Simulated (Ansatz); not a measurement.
Calculated with Ansatz: GdVH3, settings compared

Input:

```yaml
crystal:
  lattice:
    - [3.66150115, 0.0, 0.0]
    - [0.0, 3.66150115, 0.0]
    - [0.0, 0.0, 3.66150115]
  atoms:
    - { symbol: V, position: [0.0, 0.0, 0.0], spin: 0.4 }
    - { symbol: H, position: [0.5, 0.0, 0.0] }
    - { symbol: H, position: [0.0, 0.5, 0.0] }
    - { symbol: H, position: [0.0, 0.0, 0.5] }
    - { symbol: Gd, position: [0.5, 0.5, 0.5], spin: -6.9 }
kpoints:
  mp_grid: { grid: [5, 5, 5], shift: [0, 0, 0] }
magnetization:
  spin_polarized: true
scf:
  occupations: { method: methfessel_paxton, width: 0.0479 }
hamiltonian:
  pseudopotentials: { kind: paw }
  xc: pbe
basis:
  ecutwfc: 420
output:
  forces: true
  stress: true
  eigenvalues: true
relax:
  max_steps: 40
  cell: {}
```

The command:

```bash
ansatz run input.yaml --threads 1 --pin off --max-ram 2560MiB --backend cpu --events-out ev --progress --plain --runs-dir out
```

Origin of the cell: a known structure type with other elements, at an estimated volume, so it need not be a known compound.

Output of this run (shortened):

```
SCF iter   1: F=—  HF=-12295.881253 eV  Δρ=7.15e-2  dr2=8.68e0  dr2_m=8.48e-2  M=-6.704 μB ∫|m|=7.306 μB
SCF iter   2: F=—  HF=-12293.206131 eV  Δρ=3.52e-2  dr2=1.41e0  dr2_m=5.95e-2  M=-6.702 μB ∫|m|=7.375 μB  defer=32
SCF iter   3: F=—  HF=-12292.962245 eV  Δρ=2.38e-2  dr2=5.19e-1  dr2_m=4.11e-2  M=-6.624 μB ∫|m|=7.424 μB  defer=32
SCF iter   4: F=—  HF=-12293.737007 eV  Δρ=8.17e-3  dr2=6.83e-2  dr2_m=4.91e-3  M=-6.618 μB ∫|m|=7.525 μB  defer=32
SCF iter   5: F=—  HF=-12293.739023 eV  Δρ=5.33e-3  dr2=1.35e-2  dr2_m=3.33e-3  M=-6.615 μB ∫|m|=7.621 μB  defer=31
[… 6 lines left out …]
SCF iter  12: F=—  HF=-12293.733093 eV  S|Δr|=    0.00e0  Δρ=3.34e-4  dr2=1.96e-4  dr2_m=7.52e-6  M=-6.630 μB ∫|m|=7.741 μB  defer=31
SCF iter  13: F=—  HF=-12293.733076 eV  S|Δr|=    0.00e0  Δρ=1.03e-4  dr2=4.43e-6  dr2_m=2.14e-6  M=-6.630 μB ∫|m|=7.738 μB  defer=31
SCF iter  14: F=—  HF=-12293.732763 eV  S|Δr|=    0.00e0  Δρ=3.52e-5  dr2=1.63e-6  dr2_m=1.14e-7  M=-6.629 μB ∫|m|=7.734 μB  defer=31
SCF iter  15: F=—  HF=-12293.732763 eV  S|Δr|=    0.00e0  Δρ=1.05e-5  dr2=2.38e-7  dr2_m=7.42e-9  M=-6.629 μB ∫|m|=7.733 μB  defer=31
SCF iter  16: F=-12293.732763 eV  HF=-12293.732763 eV  S|Δr|=    0.00e0  Δρ=2.66e-6  dr2=9.40e-9  dr2_m=8.11e-10  M=-6.629 μB ∫|m|=7.733 μB
relax step   1: F+E_penalty+E_count = -12293.732763 eV  Δ(F+E_penalty+E_count) = +0.000e0 eV  max|allowed force component| = 0.0 eV/Å  Δτ_max = 0.0000 Å  P = -0.125 GPa  Ω = 49.088 Å³  (16 SC […]
relax step   2: F+E_penalty+E_count = -12293.732880 eV  Δ(F+E_penalty+E_count) = -1.169e-4 eV  max|allowed force component| = 0.0 eV/Å  Δτ_max = 0.0000 Å  P = +0.095 GPa  Ω = 48.987 Å³  energ […]
relax step   3: F+E_penalty+E_count = -12293.732847 eV  Δ(F+E_penalty+E_count) = +3.327e-5 eV  max|allowed force component| = 0.0 eV/Å  Δτ_max = 0.0000 Å  P = -0.000 GPa  Ω = 49.031 Å³  energ […]
relax step   4: F+E_penalty+E_count = -12293.732847 eV  Δ(F+E_penalty+E_count) = -7.822e-10 eV  max|allowed force component| = 0.0 eV/Å  Δτ_max = 0.0000 Å  P = -0.002 GPa  Ω = 49.031 Å³  stress off target by 1.89e-3 GPa […]
SCF 4 converged in 5 iterations: F = -12293.732847 eV  dr2 = 1.82e-11
basis re-selected at this cell: Δ(F+E_penalty+E_count) = -7.822e-10 eV, ΔP = -0.002 GPa vs the last step (what re-selecting the basis moved, of the pressure what is left beyond the Pulay corr […]
SCF converged after 5 iterations
Stability not checked: this state was not tested for a lower state beside it, because cold or Methfessel-Paxton smearing, or corrected tetrahedra, fill the levels in a way that the test cannot read (fill_not_monotonic; […]
Magnetization: -6.6291 μB (13.6854 up, 20.3146 down)
Absolute magnetization: 7.7329 μB (∫|ρ↑−ρ↓|, with the PAW one-centre terms)
Spin contamination: 0.4077 ħ² per cell (⟨S²⟩ above its minimum at these occupations)
Per-site moments (μB) at R_I (Å): [(0.374976, 0.754889), (0.006032, 0.754889), (0.006032, 0.754889), (0.006032, 0.754889), (-6.903758, 1.067574)]
Free energy (F): -12293.732847 eV
Harris-Foulkes:  -12293.732847 eV  (|F-HF|=2.91e-11)
Internal energy: -12293.732819 eV  (E = F + TS)
E sigma→0 (E₀):  -12293.732840 eV
Entropy (-TS):   -0.000028 eV (-0.006 meV/atom)
Fermi energy:    13.783503 eV
--- Per-component energies (eV) ---
  E_band       = -164.532109
  E_kinetic    = 784.874878
  E_local      = -2999.939992  (includes V_loc(G=0)·N_el)
  E_nonlocal   = 250.194031
  E_hartree    = 1281.643531
  E_xc         = -392.621867
  E_vxc        = -455.852465  (∫ρ·V_xc dr)
  E_paw        = -7565.913189  (= ΣΔE_a)
  E_vpaw       = -307.092053  (= ΣTr[D̂ρ^β])
  E_aug_tail   = -0.003287  (compensation charges beyond the density's cutoff)
  E_ewald      = -3651.966927
  E_smearing   = -0.000028  (= −TS)
  Σ components = -12293.732847   (vs F -12293.732847, Δ=0.00e0)
--- Forces (eV/Å), atoms counted from 1 ---
  atom   1  V      0.000000    -0.000000     0.000000
  atom   2  H     -0.000000    -0.000000    -0.000000
  atom   3  H     -0.000000    -0.000000     0.000000
  atom   4  H      0.000000    -0.000000    -0.000000
  atom   5  Gd     0.000000     0.000000    -0.000000
  max |Σ_I F_I| component: 0.0 eV/Å
--- Stress (GPa, compression-positive) ---
       -0.001892      -0.000000      -0.000000
       -0.000000      -0.001892      -0.000000
       -0.000000      -0.000000      -0.001892
  P = ⅓ Tr σ = -0.0019 GPa (-0.019 kbar)
--- Relaxed structure (3 steps of the walk, 3 accepted, 1 SCFs on fresh bases) ---
  F+E_penalty+E_count = -12293.732847 eV   max|allowed force component| = 0.0 eV/Å   (the final SCF, on the basis selected at the relaxed cell)
  cell:  # Å, volume = 49.0306 Å³
    - [3.660066, 0.0, 0.0]
    - [0.0, 3.660066, 0.0]
    - [0.0, 0.0, 3.660066]
  atoms:
    - { symbol: V, position: [0.0, 0.0, 0.0] }
    - { symbol: H, position: [0.5, 0.0, 0.0] }
    - { symbol: H, position: [0.0, 0.5, 0.0] }
    - { symbol: H, position: [0.0, 0.0, 0.5] }
    - { symbol: Gd, position: [0.5, 0.5, 0.5] }
```

The same input was run again with these changes:

1. `hamiltonian.hubbard` default → { sites: [{ species: Gd, l: f, u_eff: 6.0 }], double_counting: amf }
2. `basis.ecutwfc` 420 → "18.4 Ry"
3. `hamiltonian.xc` pbe → revpbe; `kpoints.mp_grid.grid` [5, 5, 5] → [8, 8, 8]
4. `basis.xc_grid` default → 4

```json
{"run": "base", "end": "converged", "SCF iterations": "33", "volume (Å³/atom)": "9.81", "max force component (eV/Å)": "0.000", "moment (μB)": "6.63", "ΔE(σ→0) (meV/atom)": "0"}
{"run": "1", "end": "converged", "SCF iterations": "54", "volume (Å³/atom)": "9.81", "max force component (eV/Å)": "0.000", "moment (μB)": "6.63", "ΔE(σ→0) (meV/atom)": "–"}
{"run": "2", "end": "relaxation steps ran out", "SCF iterations": "360", "volume (Å³/atom)": "–", "max force component (eV/Å)": "–", "moment (μB)": "–", "ΔE(σ→0) (meV/atom)": "–"}
{"run": "3", "end": "converged", "SCF iterations": "50", "volume (Å³/atom)": "10.10", "max force component (eV/Å)": "0.000", "moment (μB)": "6.00", "ΔE(σ→0) (meV/atom)": "–"}
{"run": "4", "end": "converged", "SCF iterations": "33", "volume (Å³/atom)": "9.81", "max force component (eV/Å)": "0.000", "moment (μB)": "6.63", "ΔE(σ→0) (meV/atom)": "0.00"}
```

Energies are compared only where functional, datasets, charge and starting cell are the same.

Caveats of the base run: f shells without a U or exact exchange are poorly placed; no spin-orbit coupling, though heavy elements are present; one start, so the magnetic state may not be the lowest; the k mesh is coarse if the cell is a metal; the relaxation held the start's symmetry, so the end may be a saddle point.

Run 1: the end state was compared with a single point and may differ.
Run 3: forces of this functional can be a tenth off on datasets made under PBE.

The base run ran for 5.8 s of wall time on 1 CPU thread(s) of a shared host, from the program's own first density.
